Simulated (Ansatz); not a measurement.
Cs:
```yaml
crystal:
  lattice:
    - [-2.58066, 2.58066, 9.48758]
    - [2.58066, -2.58066, 9.48758]
    - [2.58066, 2.58066, -9.48758]
  atoms:
    - { symbol: Cs, position: [0.25000, 0.75000, 0.50000] }
    - { symbol: Cs, position: [0.50000, 0.50000, 0.00000] }
```

Relaxed with r²SCAN.

**Question.** Map the electron localisation function on the plane through (0.250, 0.750, 0.500) spanned by u = [1, 0, 1] and v = [0, 1, 1] in lattice vectors, from DFT-r²SCAN in the program Ansatz with PAW potentials.

**Answer.** x is the fraction of u, y of v (the angle between them is 90°; rows are the nearest grid lines); atoms in the plane: Cs at (0.00, 0.00).
```
|002799974100000001479997200|
|003899974100000001479998300|
|237999973100000001379999732|
|789999862000000000268999987|
|999987520000111000025789999|
|999875210000121000012578999|
|777642100001232100001246777|
|443210000012343210000012344|
|111000000123444321000000111|
|000000001234454432100000000|
|000000012345555543210000000|
|000001123445555544321100000|
|000001123445555544321100000|
|000000012345555543210000000|
|000000001234454432100000000|
|111000000123444321000000111|
|443210000012343210000012344|
|777642100001232100001246777|
|999875210000121000012578999|
|999987520000111000025789999|
|789999862000000000268999987|
|237999973100000001379999732|
|003899974100000001479998300|
|002799974100000001479997200|
```
Scale: ten equal steps from 0.002 (start of '0') to 0.894 (end of '9'), in the order '0123456789'; x runs from 0.000 to 1.00, y from 0.000 (bottom) to 1.00 (top).

The density is the valence pseudo-density with augmentation charge, so density and ELF within about 1 Å of a nucleus are not all-electron values.

Space group I4_1/amd. The first step of the workflow began from a Materials Project structure, measured or hypothetical; the Crystallography Open Database copy checked does not list it. It is not the phase usual at ambient conditions (space group No. 229). The cell was relaxed with r²SCAN under the symmetry of its start; whether a distortion lowers the energy is not shown. Spin–orbit coupling is left out wherever it is not named.

Potentials: the later of the program's two PAW sets.
